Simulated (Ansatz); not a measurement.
Here is the system:

Relaxed BN (h-BN type, space group P6_3/mmc):

```
BN
1.0
    2.49975     0.00000     0.00000
   -1.24987     2.16485     0.00000
    0.00000     0.00000     6.52535
B N
2 2
Direct
  0.33333   0.66667   0.25000
  0.66667   0.33333   0.75000
  0.33333   0.66667   0.75000
  0.66667   0.33333   0.25000
```

Scan: atom 1 (B, nearest neighbour N at 1.443 Å; its periodic images, 2.5 Å or more away, move with it) is displaced towards the nearest neighbour, direction (0.866, -0.500, 0.000) in Cartesian axes, by s. The other atoms stay.

Calculation: r2SCAN+rVV10 (plane waves to 500 eV, PAW, scalar-relativistic; Ansatz, a program for electronic structure). k mesh 12×12×4 (Γ-centred), Fermi-Dirac smearing 0.05 eV. The energy includes the smearing's −TS. Left out: 1 of 11 points, with atoms too close for the PAW data. BN was relaxed with its symmetry unable to fall. The PAW data are Ansatz's earlier set. The zero of ΔE is the undisplaced structure.

The scan covers s from -0.290 to 0.232 Å in 10 points.

Question: Is the energy the same for displacements of ±0.232 Å, and if not, which side lies higher?

Answer: Not even: the positive side lies higher at ±0.232 Å. With its periodic images moving along, the atom's site symmetry in this cell is -6m2.

Question: What is the energy change at s = 0.232 Å?

Answer: 1475 meV/cell.

Question: What force acts on the atom along the line at s = -0.290 Å?

Answer: 6.55 eV/Å.

Question: What is the force constant k = d²E/ds² of this move at s = 0?

Answer: 42.2 eV/Å².

(A displaced cell: forces are minus the slopes of the energy, force constants its curvatures, and phonons follow from these.)
